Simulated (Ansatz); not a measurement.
Starting cell, CsPbCl₃ (cubic perovskite):

```
CELL_PARAMETERS angstrom
     11.47130     0.00000     0.00000
      5.73565     5.73565     0.00000
      0.00000     0.00000     5.73565
ATOMIC_POSITIONS crystal
  Cs 0.00000 0.00000 0.00000
  Cs 0.50000 0.00000 0.00000
  Pb 0.00000 0.50000 0.50000
  Pb 0.50000 0.50000 0.50000
  Cl 0.75000 0.50000 0.50000
  Cl 0.25000 0.50000 0.50000
  Cl 0.00000 0.50000 0.00000
  Cl 0.50000 0.50000 0.00000
  Cl 0.25000 0.00000 0.50000
  Cl 0.75000 0.00000 0.50000
```

A phonon eigenvector at M = (0.5, 0.5, 0.0) is frozen into this cell: atom i moves by Q times the vector below, so Q is the largest atomic displacement, in Å. The cell is held. (q is in reciprocal vectors of the primitive cell; the cell shown is doubled to hold the pattern.)

```
atom      x      y       z
----  -----  -----  ------
Pb3   0.000  0.000  -1.000
Pb4   0.000  0.000   1.000
Cl7   0.000  0.000  -0.831
Cl8   0.000  0.000   0.831
```

Atoms not listed stay in place.

Level of theory: PBE (plane waves to 420 eV, PAW, scalar-relativistic; Ansatz, an electronic-structure program). k mesh 6×6×6 (Γ-centred), Fermi-Dirac smearing 0.05 eV. The energy includes the smearing's −TS. CsPbCl3 was relaxed with its symmetry unable to fall. Spin-orbit coupling is left out, though Pb is heavy. The PAW data are Ansatz's earlier set. This is a high-temperature form of CsPbCl3. The zero of ΔE is the undisplaced structure.

```csv
Q (Å),ΔE (meV/cell)
-0.1000,11.8
-0.0833,withheld
-0.0667,5.2
-0.0500,2.9
-0.0333,1.3
-0.0167,0.3
0.0000,0.0
0.0167,0.3
0.0333,1.3
0.0500,2.9
0.0667,5.2
0.0833,withheld
0.1000,11.8
```

Q: Fit an even polynomial form (powers 2, 4) to the given rows and predict ΔE at Q = -0.0833.

A: Least squares on the 11 given rows: ΔE = (1158)·Q² + (2190)·Q⁴, in meV/cell with Q in Å; root-mean-square residual 0.01 meV/cell. At -0.0833 the fit gives 8.1 meV/cell; the calculation gives 8.2 meV/cell, so the interpolation is off by -0.1 (-1.2 %). The quadratic term alone would give 8.0 meV/cell.

(For displaced atoms, the force is minus the slope of the energy, and its curvature is a force constant, which sets phonon frequencies.)
